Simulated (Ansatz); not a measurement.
This TiSi4Ni3 structure is the end of a relaxation. The cell was found from a structure generator's guess, not taken from experiment.

Level of theory: Ansatz 0.2.0, DFT PBE, scalar-relativistic, plane waves, PAW. Cutoff 420 eV, Γ-centred mesh, Gaussian smearing, no spin polarisation.

```yaml
crystal:
  lattice:
    - [3.72707, 0.00000, 0.00000]
    - [0.00000, 5.80875, 0.00000]
    - [0.00000, 0.00000, 4.75439]
  atoms:
    - { symbol: Ti, position: [0.50000, 0.50000, 0.52776] }
    - { symbol: Si, position: [0.00000, 0.79347, 0.63916] }
    - { symbol: Si, position: [0.00000, 0.20653, 0.63916] }
    - { symbol: Si, position: [0.50000, 0.26139, 0.04839] }
    - { symbol: Si, position: [0.50000, 0.73861, 0.04839] }
    - { symbol: Ni, position: [0.00000, 0.50000, 0.00131] }
    - { symbol: Ni, position: [0.50000, 0.00000, 0.43015] }
    - { symbol: Ni, position: [0.00000, 0.00000, 0.07168] }
```

Energies over the elements count from the elements' standard structures at the same level, with no fitted energy shifts.

Q: What space group does it have?

A: Pmm2 (No. 25). Conventional cell: a = 3.727 Å, b = 5.809 Å, c = 4.754 Å. Ti is surrounded by 6 Si at 2.58–2.67 Å, 2 Si at 2.84 Å, 4 Ni at 2.92–2.94 Å and 2 Ni at 3.12 Å; around Si on its first site lie 4 Ni at 2.38–2.43 Å, 1 Si at 2.40 Å, 2 Ti at 2.58 Å, 2 Si at 2.71 Å and 1 Ni at 2.95 Å; around Si on its second site lie 5 Ni at 2.33–2.41 Å, 1 Ti at 2.67 Å, 3 Si at 2.71–2.77 Å and 1 Ti at 2.84 Å; Ni on its first site is surrounded by 6 Si at 2.33–2.42 Å, 2 Ti at 2.92 Å, 2 Ni at 2.92 Å and 2 Ti at 3.12 Å; 2 more sites not described.

Q: How far does it lie from the elements in energy?

A: −0.38 eV/atom. A negative formation energy is needed for stability but isn't enough: competing phases decide.

Q: Is it a metal?

A: Yes, bands cross the Fermi level on the 10×8×8 mesh.

The last run used a 10×8×8 mesh (in the run's order of axes) for its 8-atom cell and Gaussian smearing of 0.10 eV. Trial moments died out on the coarse mesh, so the last step has no spin; another magnetic start might hold. A structure relaxed within its symmetry needn't be a true minimum.
